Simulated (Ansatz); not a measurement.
BaMgF₄:
```
BaMgF4
1.0
    2.04551    -7.28401     0.00000
    2.04551     7.28401     0.00000
    0.00000     0.00000     5.82284
Ba Mg F
2 2 8
Direct
  0.65068   0.34932   0.14629
  0.34932   0.65068   0.64629
  0.91556   0.08444   0.18983
  0.08444   0.91556   0.68983
  0.42091   0.57909   0.20373
  0.57909   0.42091   0.70373
  0.80279   0.19721   0.38125
  0.19721   0.80279   0.88125
  0.02844   0.97156   0.00856
  0.97156   0.02844   0.50856
  0.16362   0.83638   0.41982
  0.83638   0.16362   0.91982
```

Relaxed with PBEsol. Special points in fractions of this cell's reciprocal vectors: Γ (0.000, 0.000, 0.000); Y (-0.500, 0.500, 0.000); C0 (-0.270, 0.730, 0.000); Σ0 (0.270, 0.270, 0.000); Z (0.000, 0.000, 0.500); A0 (0.270, 0.270, 0.500); E0 (-0.270, 0.730, 0.500); T (-0.500, 0.500, 0.500); S (0.000, 0.500, 0.000); R (0.000, 0.500, 0.500).

Problem. List the band energies nearest the valence-band maximum at these points for PBEsol (plane waves, PAW; program Ansatz).

Solution. In eV from the valence-band maximum; about four levels below and three above (degenerate sets whole), none deeper than 8.9 eV; points with the same levels are listed once.

```json
[
 {"k": "Γ", "below": "-0.31 -0.11 -0.07 -0.06", "above": "6.99 8.37 8.98"},
 {"k": "Y", "below": "-0.26 -0.22 -0.19 -0.16", "above": "7.98 8.35 8.69"},
 {"k": "C0", "below": "-0.27 -0.21 -0.17 -0.02", "above": "8.49 8.88 8.96"},
 {"k": "Z", "below": "-0.30 -0.30 -0.15 -0.15", "above": "8.36 8.36 9.02 9.02"},
 {"k": "A0", "below": "-0.12 -0.12 -0.04 -0.04", "above": "8.87 8.87 8.99 8.99"},
 {"k": "T", "below": "-0.31 -0.31 -0.25 -0.25", "above": "8.46 8.46 9.28 9.28"},
 {"k": "S", "below": "-0.28 -0.27 -0.14 -0.01", "above": "8.58 8.59 9.31"},
 {"k": "R", "below": "-0.13 -0.13 -0.02 -0.02", "above": "8.82 8.82 9.02 9.02"}
]
```

Space group Cmc2_1. The workflow started from a Materials Project entry (that database holds measured and hypothetical structures alike); the Crystallography Open Database files this formula in space group No. 36, but the cells were not matched. Whether it is the stable phase at ambient conditions was not checked. The cell was relaxed with PBEsol under the symmetry of its start; its stability against distortions is not shown here. Scalar-relativistic: spin–orbit coupling is off unless named, which matters more the heavier the elements.

Potentials: the later of the program's two PAW sets.
